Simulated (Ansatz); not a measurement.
BN in space group P4_2/mnm (No. 136; B on 4f, N on 4g), plane-wave PAW r²SCAN (Ansatz code). The conduction-band minimum lies on the Γ–Z line, 59 % of the way from Γ, with 2 equivalent valleys. Second derivatives d²E/dk² of the lowest band at one valley (eV·Å²), along Cartesian directions:

| direction | d²E/dk² |
|---|---|
| [100] | 19.24 |
| [010] | 19.24 |
| [001] | 15.45 |
| [110] | 19.24 |
| [101] | 17.35 |
| [011] | 17.35 |

**Question.** Find the principal effective masses, the density-of-states mass and the conductivity mass.

**Answer.** Off-diagonal terms follow from H_xy = H[110] − (H_xx + H_yy)/2, and m*/mₑ = 7.620 eV·Å² over each eigenvalue: 0.40, 0.40, 0.49. One valley's DOS mass (m₁m₂m₃)^(1/3) = 0.43, conductivity mass 3/(Σ 1/mᵢ) = 0.42 mₑ.

**Question.** What effective density of states Nc follows at 300 K for parabolic valleys?

**Answer.** Nc = 2.509e19 × 2 × (0.43)^(3/2) ≈ 1.4e19 cm⁻³.

The start of the workflow was typed in or built on a structure type; the Crystallography Open Database copy checked does not list it. It is not the phase usual at ambient conditions (space group No. 186, 194, 216). The r²SCAN relaxation kept the symmetry of its start; its stability against distortions is not shown here.

Potentials: the later of the program's two PAW sets.

Edges and masses are those of Kohn–Sham bands, whose gap is no quasiparticle gap.
